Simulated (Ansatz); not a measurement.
Sc₂B₂P:
```xyz
5
Lattice="3.2300 0.0000 0.0000 -1.6150 2.7973 0.0000 0.0000 0.0000 7.2386" Properties=species:S:1:pos:R:3 pbc="T T T"
Sc     0.0000     1.8649     5.3413
Sc     0.0000     1.8649     1.8973
P      0.0000     0.0000     0.0000
B      0.0000     0.0000     3.6193
B      1.6150     0.9324     3.6193
```

Relaxed with PBE. Special points in fractions of this cell's reciprocal vectors: Γ (0.000, 0.000, 0.000); M (0.500, 0.000, 0.000); K (0.333, 0.333, 0.000); A (0.000, 0.000, 0.500); L (0.500, 0.000, 0.500); H (0.333, 0.333, 0.500).

Task: List the band energies nearest the Fermi level at these points for the program Ansatz at the PBE level (PAW).

Result: In eV from the Fermi level; about four levels below and three above (degenerate sets whole), none deeper than 8.9 eV; points with the same levels are listed once.

```csv
k,below,above
Γ,-1.60 -1.02 -1.02 -0.78,1.04 1.04 1.88 1.88
M,-1.97 -0.96 -0.55 -0.05,2.77 3.63 4.35 4.36
K,-3.09 -2.80 -1.40 -1.04,1.09 2.50 2.57
A,-4.43 -3.96 -0.94 -0.94,0.72 0.72 1.15
L,-1.98 -1.27 -0.33 -0.07,2.83 3.12 3.88
H,-3.41 -2.66 -1.41 -1.41,0.76 3.55 3.59
```

Space group P-6m2. The start of the workflow was typed in or built on a structure type; neither database checked (COD, Materials Project) lists it. Its standing as an ambient phase is unchecked. The PBE relaxation kept the symmetry of its start; its stability against distortions is not shown here. No spin polarisation was allowed.

Potentials: the earlier of the program's two PAW sets.
